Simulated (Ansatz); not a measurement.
A crystal relaxed with r2SCAN in the plane-wave code Ansatz has space group F-43m (No. 216) and a = 5.490 Å.

```
atom  site       x       y       z
   B    4a  0.0000  0.0000  0.0000
  Xx    4d  0.2500  0.2500  0.7500
```

The r2SCAN gap is direct at Γ: 0.39 eV. HSE06 gives a direct gap of 0.91 eV at Γ. A second conduction valley, at L, lies only 33 meV higher, so their order isn't settled. PBE gives a direct gap of 0.29 eV at Γ. Meshes: r2SCAN 8×8×8, HSE06 6×6×6, PBE 8×8×8. r2SCAN's ε∞ is 17.2 in all directions.

Q: Which element is Xx?
A. Bi
B. As
C. Sb
D. N

A: A. Xx is Bi: BBi in the zincblende structure. B is surrounded by 4 Bi at 2.38 Å; Bi is surrounded by 4 B at 2.38 Å.

Values at 0 K without nuclear motion; spin polarisation is off, and the phase may be a hypothetical one.

Spin-orbit coupling is left out; in compounds of Pb, Bi, Tl or Hg it can lower a gap by up to about 1 eV, split its edges or invert the bands.

The meshes of the hybrids are coarse, so their gaps aren't converged to the digits shown.
